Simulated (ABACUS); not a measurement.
Set-up for a self-consistent single point of GeRh (Pnma, 8 atoms in the cell; from Materials Project mp-22239, changed as shown).

```
GeRh
1.0
    5.72548     0.00000     0.00000
    0.00000     3.35814     0.00000
    0.00000     0.00000     6.58342
Ge Rh
4 4
Direct
  0.80826   0.75000   0.43643
  0.19174   0.25000   0.56357
  0.69174   0.25000   0.93643
  0.30826   0.75000   0.06357
  0.99544   0.75000   0.79662
  0.00456   0.25000   0.20338
  0.50456   0.25000   0.29662
  0.49544   0.75000   0.70338
```

Method: PBEsol, PseudoDojo 0.4 standard norm-conserving PBEsol (tails mended) pseudopotentials (plane waves; ABACUS).

ABACUS settings:

KPT: Gamma 3 4 2 0 0 0
basis_type: pw
dft_functional: PBESOL
ecutwfc: 88 Ry
smearing_method: fd
smearing_sigma: 0.00734986 Ry
potentials: PseudoDojo 0.4 standard norm-conserving PBEsol (tails mended)
symmetry: 1
ks_solver: dav
scf_nmax: 100
scf_thr: 1.0e-09 Ry
mixing_type: pulay

Results:

```
Quantity                                                  Result
------------------------------------------------  --------------
Number of valence electrons                                  124
Number of bands                                               75
Number of k-points after the program's reduction              12
Number of plane waves (most at a k-point)                  11939
Number of SCF iterations                                       9
FFT grid                                            72 × 40 × 75
Free energy E − TS                                -22472.0137 eV
Fermi level (on the code's own zero)                    16.54 eV
Pressure                                               -9.81 GPa
Largest force (vector length)                         0.273 eV/Å
```

Forces (eV/Å):
| atom | Fx | Fy | Fz |
|---|---|---|---|
| Ge1 | -0.167 | 0.000 | -0.216 |
| Ge2 | 0.167 | 0.000 | 0.216 |
| Ge3 | 0.167 | 0.000 | -0.216 |
| Ge4 | -0.167 | 0.000 | 0.216 |
| Rh5 | 0.014 | 0.000 | -0.016 |
| Rh6 | -0.014 | 0.000 | 0.016 |
| Rh7 | -0.014 | 0.000 | -0.016 |
| Rh8 | 0.014 | 0.000 | 0.016 |

Stress (GPa, positive for compression):
```
 -9.95    0.00    0.00
  0.00   -7.11    0.00
  0.00    0.00  -12.36
```

For comparison: a first run was changed to give this one (lattice vector a scaled by 0.99), and from it to this one the free energy drops by 11.2 meV/atom, the pressure goes from -11.35 to -9.81 GPa and the largest force moves little (0.278 to 0.273 eV/Å).

The structure comes from a collection of computed structures, made at another level of theory; the collection holds predicted forms beside known ones. Its lattice was then scaled. No clean gap shows at this smearing width and mesh (spacing up to 0.48 Å⁻¹); the mesh is coarse for partly filled bands, so the values carry mesh errors.

Cost on one core: around 7 core-minutes (rough).

“Tails mended”: in these copies of the files the far tail of each local potential was reset to the Coulomb form.
